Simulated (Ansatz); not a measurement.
Relaxed BaTiO3 (cubic perovskite):

```yaml
crystal:
  lattice:
    - [4.01946, 0.00000, 0.00000]
    - [0.00000, 4.01946, 0.00000]
    - [0.00000, 0.00000, 4.01946]
  atoms:
    - { symbol: Ba, position: [0.00000, 0.00000, 0.00000] }
    - { symbol: Ti, position: [0.50000, 0.50000, 0.50000] }
    - { symbol: O, position: [0.00000, 0.50000, 0.50000] }
    - { symbol: O, position: [0.50000, 0.50000, 0.00000] }
    - { symbol: O, position: [0.50000, 0.00000, 0.50000] }
```

Level of theory: PBE (plane waves to 420 eV, PAW, scalar-relativistic; Ansatz, a program for electronic structure). k mesh 7×7×7 (Γ-centred), Fermi-Dirac smearing 0.05 eV. BaTiO3 is run without spin polarisation. BaTiO3 was relaxed with its symmetry unable to fall. The PAW data are Ansatz's earlier set. This is a high-temperature form of BaTiO3.

One atom of the cell was then moved (with its periodic images), all else fixed, and the forces (eV/Å) came out as:

```
atom     Fx     Fy      Fz
----  -----  -----  ------
Ba1   0.000  0.000  -0.070
Ti2   0.000  0.000  -0.091
O3    0.000  0.000   0.071
O4    0.000  0.000  -0.540
O5    0.000  0.000   0.631
```

Task: Which atom was moved, and by which vector (Å)?

Result: O5, by (0.00, 0.00, -0.12), 0.12 Å in all.

(A displaced cell: forces are minus the slopes of the energy, force constants its curvatures, and phonons follow from these.)
